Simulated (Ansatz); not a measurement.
PbS (NiAs type, P6_3/mmc), a = b = 4.123 Å, c = 7.333 Å, α = β = 90.00°, γ = 120.00°.

Relaxed with r²SCAN. 

**Question.** HSE06 on this cell (Ansatz, a first-principles code, PAW) gives a gap of 0.32 eV. What does r²SCAN give?

**Answer.** 0.24 eV.

Cost on shared cores: the r²SCAN run (SCF on a 8×8×4 mesh, then bands and DOS) very roughly 30 core-seconds, the HSE06 run (SCF on 6×6×3, then a few points) about 110 core-seconds (a rough figure); the tasks are unlike.

The first step of the workflow began from a Materials Project structure, measured or hypothetical; the Crystallography Open Database copy checked does not list it. It is not the phase usual at ambient conditions (space group No. 225). Symmetry was held in the r²SCAN relaxation; its stability against distortions is not shown here. Scalar-relativistic: spin–orbit coupling is off unless named, which matters more the heavier the elements.

Potentials: the later of the program's two PAW sets.

Ansatz is a plane-wave DFT program.
